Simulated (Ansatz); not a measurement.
W (diamond, space group No. 227) under volume change, PBE in the plane-wave PAW code Ansatz, scaled uniformly.

```json
[
 {"V (Å³/atom)": "22.542", "E − E(relaxed) (meV/atom)": "87.1", "P (GPa)": "13.47"},
 {"V (Å³/atom)": "23.286", "E − E(relaxed) (meV/atom)": "36.8", "P (GPa)": "8.32"},
 {"V (Å³/atom)": "24.029", "E − E(relaxed) (meV/atom)": "[?]", "P (GPa)": "[?]"},
 {"V (Å³/atom)": "24.772", "E − E(relaxed) (meV/atom)": "0.0", "P (GPa)": "0.00"},
 {"V (Å³/atom)": "25.515", "E − E(relaxed) (meV/atom)": "[?]", "P (GPa)": "[?]"},
 {"V (Å³/atom)": "26.258", "E − E(relaxed) (meV/atom)": "30.6", "P (GPa)": "-6.29"},
 {"V (Å³/atom)": "27.001", "E − E(relaxed) (meV/atom)": "65.8", "P (GPa)": "-8.82"}
]
```

Question: Some entries are withheld; supply them.

Answer: 
- 24.029, E − E(relaxed) (meV/atom): 8.8
- 24.029, P (GPa): 3.87
- 25.515, E − E(relaxed) (meV/atom): 8.0
- 25.515, P (GPa): -3.37

Question: What does a third-order Birch–Murnaghan fit give for V₀, B₀ and B′?

Answer: V₀ = 24.77 Å³/atom, B₀ = 120 GPa, B′ = 3.7.

Space group Fd-3m (diamond). The cell is a constructed one: a structure type filled with these elements; neither database checked (COD, Materials Project) lists it. It is not the phase usual at ambient conditions (space group No. 229). The cell was relaxed with PBE under the symmetry of its start. At this level the phase is mechanically unstable. The run is not spin-polarised. Spin–orbit coupling is left out wherever it is not named.

Potentials: the later of the program's two PAW sets.
